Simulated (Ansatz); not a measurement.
**Computed energy over volume and axial ratio: GaAs (zinc blende)**

GaAs (zinc blende), conventional cell a = 5.7456 Å, b = 5.7456 Å, c = 5.7456 Å, α = 90.00°, β = 90.00°, γ = 90.00°. The calculation uses the primitive cell of 2 atoms, to which meshes and values per cell refer.

Two coordinates are scanned: the volume, and the ratio of the stretch along z (the conventional c axis) to the stretch across it. Atoms keep their fractional coordinates.

Level of theory: PBE (plane waves to 420 eV, PAW, scalar-relativistic; Ansatz, a program for electronic structure). k mesh 10×10×10 (Γ-centred), Fermi-Dirac smearing 0.05 eV. E stands for the smeared free energy. Stress and pressure are positive under compression. GaAs was relaxed with its symmetry unable to fall. ΔE is measured from the relaxed starting cell.

ΔE (meV/atom), with V/V₀ across and (c/a)/(c/a)₀ down:

```
(c/a)/(c/a)₀ \ V/V₀  0.960  0.980  1.000  1.020  1.040
-------------------  -----  -----  -----  -----  -----
0.880                 45.7   40.5   39.2   41.5   46.9
0.940                 17.5   11.8   10.0   11.8   16.8
1.000                  7.7    1.9    0.0    1.7    6.6
1.060                 17.9   12.1   10.3   12.1   17.0
1.120                 48.6   43.0   41.3   43.2   48.3
```

σxx (GPa), with V/V₀ across and (c/a)/(c/a)₀ down:

```
(c/a)/(c/a)₀ \ V/V₀  0.960  0.980  1.000  1.020  1.040
-------------------  -----  -----  -----  -----  -----
0.880                 0.57  -0.83  -2.08  -3.20  -4.19
0.940                 1.60   0.18  -1.08  -2.20  -3.22
1.000                 2.72   1.28   0.00  -1.13  -2.15
1.060                 3.95   2.51   1.22   0.07  -0.97
1.120                 5.29   3.85   2.54   1.37   0.32
```

Summary:

```
Item                                                                                                Value
-----------------------------------------------------  --------------------------------------------------
Shear modulus C′ = (C11 − C12)/2 (fit, atoms clamped)                                              29 GPa
Lowest place on the grid                                V/V₀ = 1.000, (c/a)/(c/a)₀ = 1.000 (0.0 meV/atom)
Highest place on the grid                              V/V₀ = 0.960, (c/a)/(c/a)₀ = 1.120 (48.6 meV/atom)
```

(Under strain, the slope of the energy per volume gives the stress and its curvature an elastic modulus.)
